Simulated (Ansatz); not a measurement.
**Calculated ²⁰⁹Bi nuclear quadrupole resonance for Bi2S3**

Cell: a structure deposited in the COD (listed for 3.5 GPa), its atoms then relaxed with PBE in this cell.

```cif
data_Bi2S3
_symmetry_space_group_name_H-M 'Pnma'
_symmetry_Int_Tables_number 62
_cell_length_a 10.9070
_cell_length_b 3.9191
_cell_length_c 10.8220
_cell_angle_alpha 90.000
_cell_angle_beta 90.000
_cell_angle_gamma 90.000
loop_
_atom_site_label
_atom_site_type_symbol
_atom_site_symmetry_multiplicity
_atom_site_Wyckoff_symbol
_atom_site_fract_x
_atom_site_fract_y
_atom_site_fract_z
Bi1 Bi 4 c 0.9991 0.2500 0.6761
Bi5 Bi 4 c 0.3281 0.2500 0.4701
S9 S 4 c 0.0510 0.2500 0.1295
S13 S 4 c 0.3764 0.2500 0.0578
S17 S 4 c 0.2212 0.2500 0.8013
```

One atom of each set is listed.

Level of theory: DFT, r2SCAN, plane waves and PAW, scalar-relativistic, 500 eV cutoff, Γ-centred 3×7×3 k-points, Fermi–Dirac smearing 0.02 eV (Ansatz 0.2.0).

²⁰⁹Bi: I = 9/2, Q = -516.0 mb (year-2017 value). Static lattice, zero field.

(1) At which frequencies do the ²⁰⁹Bi NQR lines lie?

Results:

(1) For I = 9/2 and η = 0 the lines are |C_Q|/24 times 1, 2, 3 and 4; η shifts the lowest up most.

```tsv
site	atoms	V_zz (10²¹ V/m²)	C_Q (MHz)	η	line frequencies (MHz)
Bi1	4	0.58	-7.25	0.13	0.346, 0.592, 0.904, 1.21
Bi5	4	-14.57	182	0.11	8.29, 14.9, 22.7, 30.3
```

Spin–orbit coupling is left out, which shifts gradients on Bi by a few per cent, and by more where contributions nearly cancel. Newer work puts Q(²⁰⁹Bi) near −420 mb, which would lower these couplings by about a fifth.

The run took 2.2 min of wall time (4.3 min of CPU time) and 2.2 GiB at its peak, on 2 threads of Intel Xeon Processor @ 2.50GHz (Skylake/Cascade Lake) (x86_64; 62 cores open to the job, memory cap 5.0 GiB, no GPU), a shared host with a load of 0.7 a core.
